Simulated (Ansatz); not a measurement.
Starting cell, TiN (rock salt):

```xyz
4
Lattice="0.0000 4.2325 4.2325 2.1163 2.1163 4.2325 2.1163 2.1163 0.0000" Properties=species:S:1:pos:R:3 pbc="T T T"
N      0.0000     0.0000     0.0000
N      2.1163     4.2325     2.1163
Ti     2.1163     2.1163     2.1163
Ti     2.1163     4.2325     4.2325
```

A phonon eigenvector at X = (0.5, 0.5, 0.0) is frozen into this cell: atom i moves by Q times the vector below, so Q is the largest atomic displacement, in Å. The cell is held. It is one choice among 2 degenerate patterns. (q is in reciprocal vectors of the primitive cell; the cell shown is doubled to hold the pattern.)

| atom | x | y | z |
|---|---|---|---|
| N1 | 0.000 | 1.000 | 0.000 |
| N2 | 0.000 | -1.000 | 0.000 |
| Ti3 | 0.000 | 0.143 | 0.000 |
| Ti4 | 0.000 | -0.143 | 0.000 |

The numbers are results of r2SCAN (plane waves to 500 eV, PAW, scalar-relativistic; Ansatz, a first-principles code), not measurements. k mesh 19×19×19 (Γ-centred), Fermi-Dirac smearing 0.05 eV. The energy includes the smearing's −TS. With partly filled bands, energies and forces of such displacements shift with the k mesh and the smearing. TiN is run without spin polarisation. TiN was relaxed with its symmetry unable to fall. The zero of ΔE is the undisplaced structure. The last digit holds for this mesh only.

```json
[
 {"Q (Å)": "-0.180", "ΔE (meV/cell)": "538.6"},
 {"Q (Å)": "-0.150", "ΔE (meV/cell)": "369.4"},
 {"Q (Å)": "-0.120", "ΔE (meV/cell)": "233.7"},
 {"Q (Å)": "-0.090", "ΔE (meV/cell)": "withheld"},
 {"Q (Å)": "-0.060", "ΔE (meV/cell)": "57.5"},
 {"Q (Å)": "-0.030", "ΔE (meV/cell)": "14.3"},
 {"Q (Å)": "0.000", "ΔE (meV/cell)": "0.0"},
 {"Q (Å)": "0.030", "ΔE (meV/cell)": "14.3"},
 {"Q (Å)": "0.060", "ΔE (meV/cell)": "57.5"},
 {"Q (Å)": "0.090", "ΔE (meV/cell)": "withheld"},
 {"Q (Å)": "0.120", "ΔE (meV/cell)": "233.7"},
 {"Q (Å)": "0.150", "ΔE (meV/cell)": "369.4"},
 {"Q (Å)": "0.180", "ΔE (meV/cell)": "538.6"}
]
```

Problem. Fit an even polynomial form (powers 2, 4) to the given rows and predict ΔE at Q = -0.090.

Solution. Least squares on the 11 given rows: ΔE = (15920)·Q² + (21660)·Q⁴, in meV/cell with Q in Å; root-mean-square residual 0.11 meV/cell. At -0.090 the fit gives 130.4 meV/cell; the calculation gives 130.2 meV/cell, so the interpolation is off by 0.2 (+0.2 %). The quadratic term alone would give 129.0 meV/cell.

(A displaced cell: forces are minus the slopes of the energy, force constants its curvatures, and phonons follow from these.)
